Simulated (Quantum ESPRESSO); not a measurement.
WMoHfPd5, a guest atom moved from site to site

Computed values, not a measurement. The program is pw.x of Quantum ESPRESSO 7.5 (plane-wave density functional theory). The cell is made up: eight metal atoms on a hexagonal close-packed lattice, with elements, volume, strain and displacements drawn at random and not relaxed, so it may be unstable or far from any real phase. PseudoDojo standard norm-conserving files set the functional (PBE unless stated); there is no spin polarisation or spin-orbit coupling, the Fermi-Dirac width of 0.25 eV means electrons at about 2900 K, and the masses in the input are unused placeholders. Heavy elements are run without spin-orbit coupling, which real alloys of them have. A spin test at this wide smearing found no moment, but such smearing suppresses magnetism that the real alloy may have.

The runs move one Mo atom among sites that otherwise hold Pd. Cell, positions, cutoff, mesh and smearing stay as in the input of run 1; sites are counted in its order. Stress in the tables is positive in tension.

Input of run 1:

```
&control calculation='scf', pseudo_dir='./dojo.nc.sr.pbe.v0_5.standard.upf', outdir='./o', disk_io='minimal', tprnfor=.true., tstress=.true. /
&system ibrav=0, nat=8, ntyp=4, nbnd=83, ecutwfc=82.02448710, nosym=.true., tot_charge=0,
 occupations='smearing', smearing='fd', degauss=0.0183746611
/
&electrons conv_thr=1.470e-08, electron_maxstep=70, mixing_beta=0.5 /
ATOMIC_SPECIES
Hf 1.0 Hf.upf
Mo 1.0 Mo.upf
Pd 1.0 Pd.upf
W 1.0 W.upf
CELL_PARAMETERS angstrom
-2.8104 0.0201 -0.0346
-0.0575 0.0144 -4.7158
0.0695 -9.7927 0.0301
ATOMIC_POSITIONS angstrom
W 0.0634 -0.0028 -0.0842
Mo 0.067 -4.9127 0.0023
Hf -0.0537 -3.2844 -2.3425
Pd -0.0423 -8.088 -2.3837
Pd -1.4384 -2.4835 -0.005
Pd -1.3087 -7.3225 0.0421
Pd -1.3975 -0.8372 -2.3366
Pd -1.4302 -5.6963 -2.3091
K_POINTS automatic
8 5 3 1 1 1
```

```
run  elements on sites 1 to 8  free energy less that of run 1 (eV)  -TS (eV)  pressure (GPa)  stress xx (GPa)  stress yy (GPa)  stress zz (GPa)  stress yz (GPa)  stress xz (GPa)  stress xy (GPa)  iterations
  1    W Mo Hf Pd Pd Pd Pd Pd                                0.000    -1.504           -2.27             1.01            -0.31             6.12            -0.39             1.20            -0.42          21
  2    W Pd Hf Mo Pd Pd Pd Pd                               -0.684    -1.338           -3.29            -0.80             1.85             8.82            -0.74             1.12            -0.42          19
  3    W Pd Hf Pd Mo Pd Pd Pd                                0.328    -1.498           -0.72            -0.82             1.87             1.12            -0.35             0.93            -0.97          20
  4    W Pd Hf Pd Pd Pd Pd Mo                               -0.291    -1.290           -2.64            -1.02             1.15             7.79            -0.29             1.11            -0.51          20
```

Forces Fx Fy Fz (eV/Å):

```
site              run 1              run 2              run 3              run 4
   1    -0.27 0.43 0.49    -0.17 0.46 0.53    -0.12 0.42 0.49    -0.25 0.24 0.55
   2   -0.05 -1.04 0.20   -0.20 -0.05 0.31    -0.19 0.14 0.31   -0.19 -0.30 0.29
   3   -0.07 0.57 -0.05   0.05 -0.19 -0.08    0.03 -0.28 0.00    0.11 0.46 -0.08
   4    0.30 -1.19 0.31    0.22 -1.03 0.28    0.27 -1.01 0.30    0.33 -0.62 0.35
   5     0.25 0.81 0.12     0.25 0.91 0.06     0.14 0.53 0.05     0.24 1.12 0.09
   6  -0.18 -0.46 -0.28  -0.17 -0.57 -0.27  -0.18 -0.77 -0.33  -0.23 -0.40 -0.40
   7   -0.03 0.68 -0.54   -0.08 0.58 -0.56   -0.02 0.82 -0.52   -0.05 0.57 -0.55
   8    0.05 0.21 -0.25   0.09 -0.11 -0.26    0.07 0.14 -0.30   0.06 -1.07 -0.25
```

The sites are displaced and not relaxed, so the energy differences mix bonding between neighbours with strain and are not ordering energies. A rerun of one cell of this series at a higher cutoff and on a denser mesh moved values by no more than 0.021 eV in energy, 0.16 GPa in stress and 0.011 eV/Å in force, and a second program with other atomic files agreed on that cell to 2 % rms in force and 0.5 GPa in pressure.